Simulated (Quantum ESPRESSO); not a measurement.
# Strain and stress in Si2BN3O

These are calculations, not measurements. They come from pw.x of Quantum ESPRESSO 7.5, a plane-wave density functional program, with PseudoDojo standard norm-conserving files (v0.5 for PBE, v0.4.1 for LDA and PBEsol). The cells are made up: elements, strain and atom displacements were drawn at random, and nothing was relaxed. There is no spin polarisation, spin-orbit coupling or dispersion term.

The cell has 8 sites of a wurtzite lattice (rectangular cell). Sites 1 to 4 hold Si Si B empty; sites 5 to 8 hold N O N N. Cell vectors in Å: (2.854, -0.028, 0.023); (-0.048, 4.834, -0.032); (0.038, -0.030, 4.557). Settings: PBE, cutoff 1143 eV, 6 x 4 x 4 k mesh shifted by half a step, Fermi-Dirac smearing of 0.025 eV.

Each run adds the same strain along x and y to one cell, with the atoms carried along; the vectors above are those of run 3. Stress is positive in tension and P is minus a third of its trace. E is the free energy for each atom above the lowest run shown. The last column is band 17 less band 16 at Gamma, from a band step after each run.

| run | strain (%) | s_xx (GPa) | s_yy (GPa) | s_zz (GPa) | s_xy (GPa) | P (GPa) | E (meV/atom) | level step at Gamma (eV) |
| --- | --- | --- | --- | --- | --- | --- | --- | --- |
| 1 | -2.02 | -14.22 | -51.26 | 7.71 | -4.16 | 19.26 | 69.08 | 2.468 |
| 2 | -0.18 | 1.26 | -33.82 | 10.16 | -3.31 | 7.47 | 19.68 | 2.485 |
| 4 | 0.56 | 6.70 | -27.61 | 11.03 | -3.00 | 3.29 | 8.53 | 2.483 |
| 5 | 1.36 | 12.11 | -21.39 | 11.91 | -2.67 | -0.88 | 1.84 | 2.475 |
| 6 | 1.97 | 15.94 | -16.96 | 12.54 | -2.42 | -3.84 | 0.00 | 2.464 |
| 7 | 2.30 | 17.90 | -14.67 | 12.86 | -2.31 | -5.36 | 0.27 | 2.457 |
| 3 | 0.04 | ? | ? | ? | ? | ? | ? | ? |

A rerun of one of these cells at 1437 eV and k mesh 8 x 6 x 6 moved values by no more than 0.002 eV in the cell's energy, 0.02 GPa in stress and 0.002 eV/Å in force.

## Worked fit

A parabola through the six runs shown gives s_xx = 2.61 + 7.54 e - 0.390 e² GPa, with e in per cent and a scatter of 0.03 GPa. The slope is a stiffness of 754 ± 5 GPa for each unit of this strain at e = 0, the sum of the responses of s_xx to strain along x and along y. The atoms are clamped, and relaxing them would in general lower it. The error is the larger of the fit's own and the change that a cubic makes, rounded up.

## Withheld run

Question: what s_xx should run 3 give?

The fit gives 2.91 GPa. The calculation gave 2.90 GPa.

```
run  strain (%)  s_xx (GPa)  s_yy (GPa)  s_zz (GPa)  s_xy (GPa)  P (GPa)  E (meV/atom)  level step at Gamma (eV)
  3        0.04        2.90      -31.94       10.42       -3.22     6.21         15.90                     2.485
```